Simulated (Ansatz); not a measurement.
# BiTe: what each run costs

Cell: 12 atoms, space group P-3m1, a = 4.422 Å, b = 4.422 Å, c = 24.050 Å, α = 90.00°, β = 90.00°, γ = 120.00°.

All runs are DFT with Ansatz 0.2.0 on 1 thread of Intel Xeon 6975P-C (Granite Rapids) (x86_64; 8 cores open to the job, memory cap 3.0 GiB, no GPU), a shared host.

**Question.** Rank the runs by wall time, shortest first.
A. single point at relaxed positions, r2SCAN, gradients read without the response of the cores, 500 eV, 9×9×2 k-points, smearing 0.05 eV
B. relaxation of the ions, PBE, gradients read without the response of the cores, 420 eV, 9×9×2 k-points, smearing 0.05 eV
C. single point, PBE, gradients read without the response of the cores, 420 eV, 8×8×2 k-points, smearing 0.05 eV

**Answer.** C (57 s, 1.1 GiB), A (91 s, 2.1 GiB), B (2.8 min, 1.2 GiB).
